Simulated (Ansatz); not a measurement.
CdS (wurtzite)

```xyz
4
Lattice="4.1962 0.0000 0.0000 -2.0981 3.6340 0.0000 0.0000 0.0000 6.8295" Properties=species:S:1:pos:R:3 pbc="T T T"
Cd     0.0000     2.4227     6.8238
Cd     2.0981     1.2113     3.4091
S      0.0000     2.4227     2.5654
S      2.0981     1.2113     5.9802
```

The slice is a (0001) plane (indices of the conventional cell) through the point (0.667, 0.333, 0.876) (fractional), spanned by u = [110] and v = [1 -1 0] in vectors of this cell: u (4.20 Å) and v (7.27 Å, at 90° to u). It covers one period; positions are fractions (u, v).

These are PBE (plane waves to 420 eV, PAW, scalar-relativistic; Ansatz, a first-principles code) values and carry that method's errors. k mesh 9×9×5. Near the nuclei the fields are pseudised (PAW); where an atom keeps semicore shells as valence, they peak there. CdS was relaxed with its symmetry unable to fall.

### Question
Sketch the density of the highest valence band (whole band, smooth part) on this plane as a map.

### Answer
```
|55779966331100000000001133669977|
|99998855221100000000001122558899|
|77775533110000000000000011335577|
|44332211000000000000000000112233|
|11111100000000000000000000001111|
|00000000000000000000000000000000|
|00000000000000000000000000000000|
|00000000000000000000000000000000|
|11110000000011111111110000000011|
|11110000111122333333221111000011|
|00000000113355667766553311000000|
|00000011225588999999885522110000|
|00000011337799885588997733110000|
|00000011337799550055997733110000|
|00000011336699775577996633110000|
|00000011225588999999885522110000|
|00000000113355777777553311000000|
|00000000001122334433221100000000|
|00000000000011111111110000000000|
|00000000000000000000000000000000|
|00000000000000000000000000000000|
|00000000000000000000000000000000|
|11111100000000111111000000001111|
|33332211110000111111000011112233|
|77665533110000000000000011335566|
|99998855221100000000001122558899|
|55889977331100000000001133779988|
|00559977331100000000001133779955|
```
Scale: ten equal steps from 0.000 (start of '0') to 0.140 (end of '9'), in the order '0123456789'. Values: density of the highest valence band (whole band, smooth part) in e/Å³. The map has 16 points along u (two characters each, u = 0 at the left) and 28 along v (v = 0 in the bottom row).
